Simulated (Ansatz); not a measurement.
A geometry of Al$_{2}$Cu away from equilibrium: the start of the relaxation of a generated trial cell of Al2Cu in the AFLOW prototype AB2_oC24_41_2a_2b (C_e, as in Sn2Pd). These are r2SCAN (plane waves to 500 eV, PAW, scalar-relativistic; Ansatz, an electronic-structure program) values and carry that method's errors. Γ-centred k-mesh 7×7×7 on the run's cell, Fermi–Dirac smearing 0.05 eV.

```xyz
12
Lattice="5.9025 0.0000 0.0000 0.0000 2.9512 5.5375 0.0000 -2.9512 5.5375" Properties=species:S:1:pos:R:3:forces:R:3 pbc="T T T" free_energy=-30849.934 pressure_GPa=-5.0
Cu     0.0000     0.0000    10.9643    0.0000    0.0000    0.2801
Cu     2.9512     0.0000     5.4268    0.0000    0.0000    0.2801
Cu     0.0000     0.0000     8.4392    0.0000    0.0000   -0.3894
Cu     2.9512     0.0000     2.9017    0.0000    0.0000   -0.3894
Al     3.8838    -2.0186     4.1532    0.4883    0.4919    0.0214
Al     2.0186     2.0186     4.1532   -0.4883   -0.4919    0.0214
Al     0.9326    -0.9326     4.1532    0.4883   -0.4919    0.0214
Al     4.9699     0.9326     4.1532   -0.4883    0.4919    0.0214
Al     4.4268    -1.4756     6.9219    0.0000    0.0444    0.0333
Al     1.4756     1.4756     6.9219    0.0000   -0.0444    0.0333
Al     1.4756    -1.4756     6.9219    0.0000   -0.0444    0.0333
Al     4.4268     1.4756     6.9219    0.0000    0.0444    0.0333
```

Positions in Å, forces in eV/Å, free energy of the cell in eV (comparable only within this code, potentials and settings). Largest force: 0.69 eV/Å, on Al5, Al6, Al7, Al8 (atoms numbered as listed); the geometry lies 0.04 eV/atom above the end of its relaxation.

No spin polarisation in the result.

The run could not lose the symmetry of its start: the end is stationary, and may be a saddle point rather than a minimum.

The end of the path is a generated cell of Al2Cu: the first start was made by placing the elements on the sites of a structure type, and the end was not matched to a known phase here, so it may be hypothetical. Known forms of Al2Cu include space group No. 140.
